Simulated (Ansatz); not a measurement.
Y (bcc (W type), Im-3m) at seven volumes, plane-wave PAW r²SCAN (Ansatz code), scaled uniformly. One row is withheld.

```
V (Å³/atom)  P (GPa)
-----------  -------
30.579             ?
31.587          2.67
32.595          1.26
33.603          0.00
34.611         -1.12
35.620         -2.10
36.628         -2.96
```

### Question
Fit the shown pressures and predict the withheld one.

### Answer
Third-order Birch–Murnaghan: P = (3/2)B₀(x^(7/2) − x^(5/2))[1 + (3/4)(B′ − 4)(x − 1)] with x = (V₀/V)^(2/3). Least squares on the six rows gives V₀ = 33.600 Å³/atom, B₀ = 39.35 GPa, B′ = 3.10. At V = 30.579, x = 1.0648 and P = 4.28 GPa. The run itself gave 4.25 GPa.

The start of the workflow was typed in or built on a structure type; neither database checked (COD, Materials Project) lists it. It is not the phase usual at ambient conditions (space group No. 194). Symmetry was held in the r²SCAN relaxation; whether a distortion lowers the energy is not shown. The run is not spin-polarised.

Potentials: the later of the program's two PAW sets.
